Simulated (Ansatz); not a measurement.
Property card for InAgTe2

InAgTe₂:
```cif
data_AgInTe2
_chemical_formula_sum 'In1 Ag1 Te2'
_space_group_name_H-M_alt 'P-4m2'
_space_group_IT_number 115
_space_group_name_Hall 'P -4 -2'
_cell_length_a 4.47535
_cell_length_b 4.47535
_cell_length_c 6.36605
_cell_angle_alpha 90.000
_cell_angle_beta 90.000
_cell_angle_gamma 90.000
loop_
_atom_site_label
_atom_site_type_symbol
_atom_site_symmetry_multiplicity
_atom_site_Wyckoff_symbol
_atom_site_fract_x
_atom_site_fract_y
_atom_site_fract_z
_atom_site_occupancy
In1 In 1 c 0.50000 0.50000 0.50000 1
Ag1 Ag 1 a 0.00000 0.00000 0.00000 1
Te1 Te 2 g 0.00000 0.50000 0.23717 1
```

Space group P-4m2 (No. 115); conventional cell a = b = 4.475 Å, c = 6.366 Å, α = β = γ = 90.00°.

Method: LDA (plane waves, PAW; program Ansatz). Geometry: relaxed at this level of theory. Other levels are named where they apply.

Cell and energy:

```json
{
  "volume_per_atom": "31.88 Å³",
  "density": "6.22 g/cm³",
  "Formation energy from the elements (no fitted shifts)": "-0.20 eV/atom"
}
```

Electronic structure:

```json
{
  "electronic_character": "no gap, with almost no states at the Fermi level (zero-gap or semimetallic)",
  "Density of states at the Fermi level": "0.00 states/eV per atom (mean over ±0.08 eV)"
}
```

Mechanics:

```json
{
  "Bulk modulus (Birch–Murnaghan fit)": "500 kbar",
  "Pressure derivative B′": "5.0"
}
```

Phonons:

```json
{
  "highest_zone_centre_frequency": "176 cm^-1",
  "zone_centre_stability": "no imaginary mode at Γ"
}
```

The first step of the workflow began from a Materials Project structure, measured or hypothetical; the Crystallography Open Database copy checked does not list it. COD files the formula under space group No. 122, so this cell is another polymorph or a model. With In and Ag taken as one species the cell has the higher symmetry F-43m, so it may be an ordered model of a mixed-site phase. Whether it is the stable phase at ambient conditions was not checked. Symmetry was held in the LDA relaxation. No spin polarisation was allowed. As this level gives no gap, phonon frequencies hold no LO–TO term and depend on the k-mesh and smearing (Fermi–Dirac, 0.1 eV here). The references are the lowest solids computed at this level, not always the standard phases. Spin–orbit coupling is left out wherever it is not named.

Potentials: the later of the program's two PAW sets.
